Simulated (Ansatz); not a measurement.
How much do the gradients of HfO2 with Bi replacing Hf depend on the method?

Cell: a supercell of HfO2 (fluorite type, Fm-3m) built from a COD entry, with the ions relaxed around the defect (PBE).

```cif
data_Hf7BiO16
_symmetry_space_group_name_H-M 'Fm-3m'
_symmetry_Int_Tables_number 225
_cell_length_a 10.2300
_cell_length_b 10.2300
_cell_length_c 10.2300
_cell_angle_alpha 90.000
_cell_angle_beta 90.000
_cell_angle_gamma 90.000
loop_
_atom_site_label
_atom_site_type_symbol
_atom_site_symmetry_multiplicity
_atom_site_Wyckoff_symbol
_atom_site_fract_x
_atom_site_fract_y
_atom_site_fract_z
Bi Bi 4 a 0.0000 0.0000 0.0000
Hf2 Hf 24 d 0.2500 0.2500 0.0000
Hf8 Hf 4 b 0.5000 0.5000 0.5000
O9 O 32 f 0.1294 0.1294 0.1294
O12 O 32 f 0.6241 0.3759 0.3759
```

One atom of each set is listed; the run and its k-mesh use a cell of 24 atoms with edges of 7.23, 7.23, 7.23 Å.

First run. Computed with Ansatz: DFT, PBE, plane waves and PAW, scalar-relativistic, collinear spin, 420 eV cutoff, Γ-centred 3×3×3 k-points, Fermi–Dirac smearing 0.01 eV. Start moments as typed (μB): 1 on each Bi, none on the rest.

| site | V_zz (10²¹ V/m²) | η | m (μB) |
| --- | --- | --- | --- |
| Bi | 0.00 | – | 0.00 |
| Hf2 | 3.53 | 0.65 | 0.00 |
| O9 | 2.56 | 0.00 | 0.00 |
| O12 | -0.14 | 0.00 | 0.00 |

Second run. The same atoms and settings, except that the functional is r2SCAN and the cutoff is 500 eV.

(1) Given the first result, estimate the second.

Results:

(1) 

```json
{"site": "Bi", "V_zz": "0.00", "η": "–", "change of V_zz": "0.00", "m (μB)": "0.01"}
{"site": "Hf2", "V_zz": "3.37", "η": "0.80", "change of V_zz": "-0.16", "m (μB)": "0.00"}
{"site": "O9", "V_zz": "2.64", "η": "0.00", "change of V_zz": "+0.08", "m (μB)": "0.01"}
{"site": "O12", "V_zz": "-0.23", "η": "0.00", "change of V_zz": "-0.09", "m (μB)": "0.00"}
```

The largest change of V_zz is on Hf2, from 3.53 to 3.37. In per cent, |V_zz| changes by -4 on Hf, +3 on O (all sites that start above 2). Where |V_zz| stays above 0.1, η moves most on Hf2, from 0.65 to 0.80. Other sites without a gradient aren't listed. The absolute magnetisation of the cell goes from 0.0 to 0.1 μB.

The defect repeats with the cell of 24 atoms, so it feels its images: sites between two images don't show the values beside a lone defect, and zeros or small values of η there can come from the images' arrangement. The relaxation keeps the site symmetry m-3m of the start, so the impurity can't leave its site; a distortion that would localise the partly filled state isn't explored. This high-symmetry form of HfO2 is unstable when cold, to shifts of the oxygen columns, towards the tetragonal form. The symmetry of the cell holds that distortion back, wholly or in part, and it would change the field gradients, the more the larger the distortion. The defect cell has no gap above 0.1 eV on its mesh, so the values can hang on the smearing and the k-mesh. Without spin–orbit coupling the gradients at and beside Bi and Hf can be off by some per cent, at some sites by more.
For the first run: The start moments die out, and the run ends without spin.
For the second run: The program didn't check the stability of this electronic state in full, so a lower one may lie near. The run lost most of its start moments on Bi; a state with other moments may lie lower.
